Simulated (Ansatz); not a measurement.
Nb (bcc, W type)

```
CELL_PARAMETERS angstrom
     -1.65147     1.65147     1.65147
      1.65147    -1.65147     1.65147
      1.65147     1.65147    -1.65147
ATOMIC_POSITIONS crystal
  Nb 0.00000 0.00000 0.00000
```

The volume is varied about the relaxed value V₀ at fixed cell shape. Symmetry pins the atoms to their sites.

Method: r2SCAN (plane waves to 500 eV, PAW, scalar-relativistic; Ansatz, an electronic-structure program). k mesh 20×20×20 (Γ-centred), Fermi-Dirac smearing 0.05 eV. E stands for the smeared free energy. Nb is run without spin polarisation. Nb was relaxed with its symmetry unable to fall. The PAW data are Ansatz's earlier set. ΔE is measured from the relaxed starting cell. The last digit holds for this mesh only.

```
V (Å³/atom)  ΔE (meV/atom)
-----------  -------------
16.215               115.3
16.515                77.8
16.816                48.4
17.116                26.5
17.416                11.4
17.716                 2.8
18.017                 0.0
18.317                 2.7
18.617                10.3
18.918                22.6
19.218                39.3
19.518                59.8
19.818                84.1
```

Task: What is the fitted pressure derivative B₀′?

Result: 3.7.

Task: What bulk modulus B₀ follows from a third-order Birch-Murnaghan fit?

Result: 174 GPa. Check by three points about V = 18.017 Å³/atom, step 0.600: d²E/dV² ≈ (11 − 2·0 + 10) meV / 0.600² = 0.0582 eV/Å⁶, and V·d²E/dV² × 160.2 = 168 GPa.

(Under strain, the slope of the energy per volume gives the stress and its curvature an elastic modulus.)
